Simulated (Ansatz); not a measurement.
AlCo:
```
CELL_PARAMETERS angstrom
      2.79357     0.00000     0.00000
      0.00000     2.79357     0.00000
      0.00000     0.00000     2.79357
ATOMIC_POSITIONS crystal
  Al 0.00000 0.00000 0.00000
  Co 0.50000 0.50000 0.50000
```

Relaxed with LDA.

**Question.** List the phonon frequencies at the special points (DFPT on a 5×5×5 q-mesh, Fourier-interpolated; LDA in the plane-wave PAW code Ansatz).

**Answer.** In cm⁻¹; no LO–TO term at Γ, as the run had none.

| q | frequencies |
|---|---|
| Γ | 0 0 0 346 346 346 |
| X | 215 215 265 301 301 430 |
| M | 196 196 244 291 408 408 |
| R | 257 257 257 380 380 380 |

Space group Pm-3m (CsCl type). The LDA relaxation kept the symmetry of its start. No spin polarisation was allowed. As this level gives no gap, phonon frequencies hold no LO–TO term and depend on the k-mesh and smearing (Fermi–Dirac, 0.1 eV here).

Potentials: the earlier of the program's two PAW sets. The files were generated under PBE; for other functionals the program regenerates the frozen cores, and for LDA and PBEsol the local potential too.
